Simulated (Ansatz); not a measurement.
A distorted cell of WS$_{2}$ (2H-MoS2 type, space group P6_3/mmc):

```
CELL_PARAMETERS angstrom
      3.15429     0.00000     0.00000
     -1.57715     2.73170     0.00000
      0.00000     0.00000    12.14086
ATOMIC_POSITIONS crystal
  W  0.33333 0.66667 0.25000
  W  0.66667 0.33333 0.75000
  S  0.33333 0.66667 0.62030
  S  0.66667 0.33333 0.12030
  S  0.62679 0.37321 0.36418
  S  0.33333 0.66667 0.87970
```

Level of theory: PBE-D3(BJ) (plane waves to 420 eV, PAW, scalar-relativistic; Ansatz, a first-principles code). k mesh 10×10×3 (Γ-centred), Fermi-Dirac smearing 0.05 eV. Energies are smeared free energies. Compression counts positive. Spin-orbit coupling is left out, though W is heavy. The PAW data are Ansatz's earlier set. WS2 is run without spin polarisation. WS2 was relaxed with its symmetry unable to fall.

Q: What forces act on the atoms (eV/Å, Cartesian)?

A: 
| atom | Fx | Fy | Fz |
|---|---|---|---|
| W1 | -3.589 | 2.072 | -4.729 |
| W2 | -0.008 | 0.005 | -0.003 |
| S3 | -0.011 | 0.006 | -0.073 |
| S4 | -0.023 | 0.013 | -0.464 |
| S5 | 3.627 | -2.094 | 5.270 |
| S6 | 0.004 | -0.002 | -0.002 |

Q: Give the stress tensor in GPa and the pressure.

A: 
```
    7.1     -2.9      7.6
   -2.9      3.8     -4.4
    7.6     -4.4     11.7
```
The pressure, a third of the trace, is 7.5 GPa.

Q: In it atom 5 sits (-0.189, 0.109, -0.188) Å away from its relaxed site. What is its energy relative to the relaxed cell?

A: 807 meV/cell.

(A displaced cell: forces are minus the slopes of the energy, force constants its curvatures, and phonons follow from these.)
